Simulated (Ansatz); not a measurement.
BN in space group P6_3mc (No. 186; Pearson symbol hP12), LDA in the plane-wave PAW code Ansatz. The conduction-band minimum lies at M, with 3 equivalent valleys. Second derivatives d²E/dk² of the lowest band at one valley (eV·Å²), along Cartesian directions:

```csv
direction,d²E/dk²
[100],22.07
[010],8.524
[001],4.612
[110],15.30
[101],13.35
[011],6.568
```

Task: Find the principal effective masses, the density-of-states mass and the conductivity mass.

Result: Off-diagonal terms follow from H_xy = H[110] − (H_xx + H_yy)/2, and m*/mₑ = 7.620 eV·Å² over each eigenvalue: 0.35, 0.89, 1.7. One valley's DOS mass (m₁m₂m₃)^(1/3) = 0.80, conductivity mass 3/(Σ 1/mᵢ) = 0.65 mₑ.

Task: What effective density of states Nc follows at 300 K for parabolic valleys?

Result: Nc = 2.509e19 × 3 × (0.80)^(3/2) ≈ 5.4e19 cm⁻³.

Task: With the computed static dielectric constant 6.72 (mean of the diagonal), estimate a hydrogenic donor's binding energy and radius.

Result: E = 13.606 eV × 0.65/6.72² ≈ 200 meV; a = 0.529 Å × ε/m* ≈ 5.5 Å. Semilocal masses tend to be too small where the gap is.

A made-up cell: these elements were put on the sites of a structure type. Its sites differ from those of the usual phase in this space group: another stacking or structure type. The cell was relaxed with LDA under the symmetry of its start; phonons on a q-mesh show no instability.

Potentials: the later of the program's two PAW sets.
